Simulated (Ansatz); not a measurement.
Relaxed-ion elastic tensor of Bi (A7 (α-As type), R-3m) in GPa (Voigt order), PBE (plane waves, PAW; program Ansatz); density 9.41 g/cm³, 36.87 Å³ per atom.

```
62.6  25.2  19.7  -4.5   0.0   0.0
25.2  62.6  19.7   4.5   0.0   0.0
19.7  19.7  27.9   0.0   0.0   0.0
-4.5   4.5   0.0   7.3   0.0   0.0
 0.0   0.0   0.0   0.0   7.3  -4.5
 0.0   0.0   0.0   0.0  -4.5  18.7
```

**Question.** Is the crystal mechanically stable?

**Answer.** Yes: the smallest eigenvalue of C is 5.7 GPa.

**Question.** Work out the Voigt, Reuss and Hill averages.

**Answer.** K_V = 31.4, K_R = 25.8, K_H = 28.6; G_V = 12.6, G_R = 8.9, G_H = 10.8 GPa.

**Question.** Give Young's modulus, Poisson's ratio, Pugh's ratio and the universal anisotropy index.

**Answer.** E = 9KG/(3K + G) = 28.7 GPa; ν = 0.33; K/G = 2.66 (ductile by the Pugh limit of 1.75); A_U = 5G_V/G_R + K_V/K_R − 6 = 2.24.

**Question.** Estimate the sound speeds and the Debye temperature.

**Answer.** v_l = √((K + 4G/3)/ρ) = 2140 m/s, v_t = √(G/ρ) = 1070 m/s, mean 1200 m/s; Θ = (h/k)(3n/4πV)^(1/3) v_m = 107 K.

**Question.** How much does each axis shrink under pressure?

**Answer.** Linear compressibilities β_i = Σ_j S_ij (j = 1 to 3): x 4.9, y 4.9, z 29 per TPa.

The PBE relaxation kept the symmetry of its start. As this level gives no gap, shear constants depend on the k-mesh and smearing (Fermi–Dirac, 0.1 eV here). Spin–orbit coupling is left out wherever it is not named.

Potentials: the later of the program's two PAW sets.
